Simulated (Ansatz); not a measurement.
SiGe3:
```xyz
4
Lattice="3.9675 0.0000 0.0000 0.0000 3.9675 0.0000 0.0000 0.0000 5.6012" Properties=species:S:1:pos:R:3 pbc="T T T"
Si     0.0000     0.0000     0.0000
Ge     1.9837     0.0000     1.3684
Ge     1.9837     1.9837     2.8006
Ge     0.0000     1.9837     4.2327
```

Relaxed with r²SCAN.

Give the Bader charges and basin volumes of the independent atoms, DFT-r²SCAN in the program Ansatz with PAW potentials.



```
atom  Bader charge (e)  Bader volume (Å³)
----  ----------------  -----------------
Si1              +0.33               19.7
Ge2              -0.17               23.1
Ge3               0.00               22.4
```

Space group P-4m2. The start of the workflow was typed in or built on a structure type; neither database checked (COD, Materials Project) lists it. Its standing as an ambient phase is unchecked. The cell was relaxed with r²SCAN under the symmetry of its start; whether a distortion lowers the energy is not shown.

Potentials: the later of the program's two PAW sets.
